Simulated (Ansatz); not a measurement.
# SnPb2S3 (I4/mmm) at 2 levels of theory

One geometry, relaxed with PBE; plane waves with PAW potentials in Ansatz, scalar-relativistic. No spin polarisation. Gaps are the least over mesh and band path; pressure is positive in compression.

```cif
data_structure
_symmetry_space_group_name_H-M 'I4/mmm'
_symmetry_Int_Tables_number 139
_cell_length_a 4.2139
_cell_length_b 4.2139
_cell_length_c 17.8800
_cell_angle_alpha 90.000
_cell_angle_beta 90.000
_cell_angle_gamma 90.000
_cell_volume 317.49
loop_
_atom_site_label
_atom_site_type_symbol
_atom_site_symmetry_multiplicity
_atom_site_Wyckoff_symbol
_atom_site_fract_x
_atom_site_fract_y
_atom_site_fract_z
_atom_site_occupancy
Sn1 Sn 2 a 0.00000 0.00000 0.00000 1
Pb1 Pb 4 e 0.50000 0.50000 0.16588 1
S1 S 4 e 0.50000 0.50000 0.33655 1
S2 S 2 b 0.50000 0.50000 0.00000 1
```

| level | cutoff (eV) | k mesh | gap (eV) | pressure (GPa) |
| --- | --- | --- | --- | --- |
| PBE | 420 | 12×12×12 | 0.07 | 0.0 |

Task: What comes out on the same cell with r2SCAN?

Result:
```tsv
level	cutoff (eV)	k mesh	gap (eV)	pressure (GPa)
r2SCAN	500	12×12×12	0.23	-1.0
```

Spin-orbit coupling matters for the bands of heavy elements and is left out.

The structure comes from a generated guess; another structure or a mixture of phases may lie lower.
